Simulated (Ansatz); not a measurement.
MgTe:
```yaml
crystal:
  lattice:
    - [4.56105, 0.00000, 0.00000]
    - [-2.28052, 3.94998, 0.00000]
    - [0.00000, 0.00000, 7.41131]
  atoms:
    - { symbol: Mg, position: [0.66667, 0.33333, 0.00101] }
    - { symbol: Mg, position: [0.33333, 0.66667, 0.50101] }
    - { symbol: Te, position: [0.66667, 0.33333, 0.62419] }
    - { symbol: Te, position: [0.33333, 0.66667, 0.12419] }
```

Tensor components refer to the Cartesian frame of this cell.

Problem. Give the high-frequency dielectric tensor and the Born effective charge tensors of the independent atoms from DFPT, DFT-PBEsol in the program Ansatz with PAW potentials.

Solution. 
ε∞:
```
5.55  0.00  0.00
0.00  5.55  0.00
0.00  0.00  5.69
```
Z* of atom 1 (Mg), rows: field, columns: displacement, in e:
```
1.89  0.00  0.00
0.00  1.89  0.00
0.00  0.00  1.98
```
Z* of atom 3 (Te), rows: field, columns: displacement, in e:
```
-1.89   0.00   0.00
 0.00  -1.89   0.00
 0.00   0.00  -1.98
```

Space group P6_3mc (wurtzite). The cell was relaxed with PBEsol under the symmetry of its start. Spin–orbit coupling is left out wherever it is not named.

Potentials: the later of the program's two PAW sets.
